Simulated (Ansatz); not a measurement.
# YTl: stiffness from a series of strains

```
CELL_PARAMETERS angstrom
3.75100 0.00000 0.00000
0.00000 3.75100 0.00000
0.00000 0.00000 3.75100
ATOMIC_POSITIONS crystal
Y 0.50000 0.50000 0.50000
Tl 0.00000 0.00000 0.00000
```

Atom numbers follow the list: Y1, Tl2.

The cell comes from COD entry 1527195, which wasn't checked; take it as a given geometry.

No spin–orbit coupling, which matters for the heavy atoms here.

Theory: Ansatz 0.2.0, DFT, LDA, all-electron LAPW, scalar-relativistic.

Numerical set-up: a Γ-centred 11×11×11 k mesh, Fermi–Dirac smearing of 0.08 eV, basis error target 0.25 meV/atom, no spin polarisation.

The strain is applied along the Cartesian axes of the cell as listed (the other components stay zero). Fractional coordinates are held (clamped ions).

σ is the change of stress from the unstrained cell, which is at -2.99 GPa; tension is positive, so slopes are stress–strain coefficients at that pressure. In a metal the k mesh adds noise.

Only quantities that a quadratic follows smoothly over the whole series are listed; rougher ones are left out.

| εzz | σzz (GPa) | σxx (GPa) |
| --- | --- | --- |
| -0.0200 | -1.41 | -1.08 |
| 0.0000 | 0.00 | 0.00 |
| 0.0100 | 0.61 | 0.50 |
| 0.0200 | 1.18 | 0.97 |

Fit the series and read off the stiffness at zero strain.

Least-squares fits y = p0 + p1 x + p2 x² to the rows give σzz (GPa): p1 = 64.7, p2 = -280; σxx (GPa): p1 = 51.3, p2 = -140. So C11 = 65 GPa and C12 = 51 GPa, which gives B = (C11 + 2 C12)/3 = 56 GPa.

One run, at εzz = -0.0100, is withheld. Predict its row.

The fits give -0.68, -0.53; the run gave -0.67, -0.53.
